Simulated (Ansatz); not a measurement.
An Ansatz (a quantum-chemistry and plane-wave program) input:

Ansatz 0.2 input:
```yaml
crystal:
  lattice:
    - [6.6857065984, 0.0, 0.0]
    - [-3.3428532992, 5.7899917564, 0.0]
    - [0.0, 0.0, 7.0170708784]
  atoms:
    - { symbol: Na, position: [0.0, 0.6667421061, 0.5] }
    - { symbol: Na, position: [0.6667421061, 0.0, 0.5] }
    - { symbol: Na, position: [0.3332578939, 0.3332578939, 0.5] }
    - { symbol: Na, position: [0.0, 0.3334129852, 0.0] }
    - { symbol: Na, position: [0.3334129852, 0.0, 0.0] }
    - { symbol: Na, position: [0.6665870148, 0.6665870148, 0.0] }
    - { symbol: Cl, position: [0.6666666667, 0.3333333333, 0.2500295907] }
    - { symbol: Cl, position: [0.6666666667, 0.3333333333, 0.7499704093] }
    - { symbol: Cl, position: [0.3333333333, 0.6666666667, 0.2500295907] }
    - { symbol: Cl, position: [0.3333333333, 0.6666666667, 0.7499704093] }
    - { symbol: Cl, position: [0.0, 0.0, 0.7500584504] }
    - { symbol: Cl, position: [0.0, 0.0, 0.2499415496] }
kpoints:
  mp_grid: { grid: [3, 3, 3] }
hamiltonian:
  xc: hse06
  pseudopotentials: { kind: paw }
scf:
  n_extra_bands: 12
  occupations: { method: fixed }
output:
  eigenvalues: true
  eigenstates:
    e_range: [-9.0, 15.9]
    kpoints:
      - [0.0, 0.0, 0.0]  # VBM
      - [0.0, 0.0, 0.0]  # CBM
      - [0.0, 0.0, 0.0]  # GAMMA
      - [0.0, 0.0, 0.5]  # A
      - [0.3333333333, 0.3333333333, 0.0]  # K
      - [0.3333333333, 0.3333333333, 0.5]  # H
      - [0.5, 0.0, 0.0]  # M
      - [0.5, 0.0, 0.5]  # L
```

Task: How many symmetry operations and irreducible k-points will the run report?

Result: 12 operations, 6 of 27 k-points.

Task: With a cutoff of 420 eV, how many plane waves at Γ?

Result: 5279.

It took very roughly 7 core-minutes on shared server cores.

The points marked VBM and CBM come from a semilocal run.

Space group P6_3/mmc (NiAs type). The first step of the workflow began from a Materials Project structure, measured or hypothetical; the Crystallography Open Database copy checked does not list it. It is not the phase usual at ambient conditions (space group No. 225). The cell was relaxed with r²SCAN under the symmetry of its start; whether a distortion lowers the energy is not shown. Point labels and valley counts follow the cell and symmetry of the run, lower than the named group.

Potentials: the later of the program's two PAW sets.

Ansatz is a plane-wave DFT program.
